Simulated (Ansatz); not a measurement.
In2Bi:
```yaml
crystal:
  lattice:
    - [5.41201, 0.00000, 0.00000]
    - [-2.70600, 4.68694, 0.00000]
    - [0.00000, 0.00000, 6.37144]
  atoms:
    - { symbol: In, position: [0.00000, 0.00000, 0.00000] }
    - { symbol: In, position: [0.00000, 0.00000, 0.50000] }
    - { symbol: In, position: [0.66667, 0.33333, 0.25000] }
    - { symbol: In, position: [0.33333, 0.66667, 0.75000] }
    - { symbol: Bi, position: [0.66667, 0.33333, 0.75000] }
    - { symbol: Bi, position: [0.33333, 0.66667, 0.25000] }
```

Relaxed with LDA. Special points in fractions of this cell's reciprocal vectors: Γ (0.000, 0.000, 0.000); M (0.500, 0.000, 0.000); K (0.333, 0.333, 0.000); A (0.000, 0.000, 0.500); L (0.500, 0.000, 0.500); H (0.333, 0.333, 0.500).

### Question
List the band energies nearest the Fermi level at these points for LDA in the plane-wave PAW code Ansatz.

### Answer
In eV from the Fermi level; about four levels below and three above (degenerate sets whole), none deeper than 8.9 eV; points with the same levels are listed once.

```json
[
 {"k": "Γ", "below": "-1.80 -1.80 -0.63 -0.02 -0.02", "above": "0.13 0.34 2.29 2.29"},
 {"k": "M", "below": "-3.66 -1.73 -1.27 -1.24", "above": "1.61 1.61 2.09"},
 {"k": "K", "below": "-3.09 -3.09 -0.56 -0.23 -0.23", "above": "2.10 2.65 2.65"},
 {"k": "A", "below": "-0.24 -0.24 -0.24 -0.24", "above": "3.93 3.93 5.43 5.43"},
 {"k": "L", "below": "-4.61 -4.61 -3.10 -3.10", "above": "0.02 0.02 0.96 0.96"},
 {"k": "H", "below": "-0.21 -0.21 -0.01 -0.01", "above": "0.01 0.01 1.11 1.11"}
]
```

Space group P6_3/mmc. The first step of the workflow began from a Materials Project structure, measured or hypothetical; the Crystallography Open Database files this formula in space group No. 194, but the cells were not matched. Its standing as an ambient phase is unchecked. The LDA relaxation kept the symmetry of its start; of distortions, only those at the zone centre were tested. Spin–orbit coupling is left out wherever it is not named.

Potentials: the later of the program's two PAW sets.
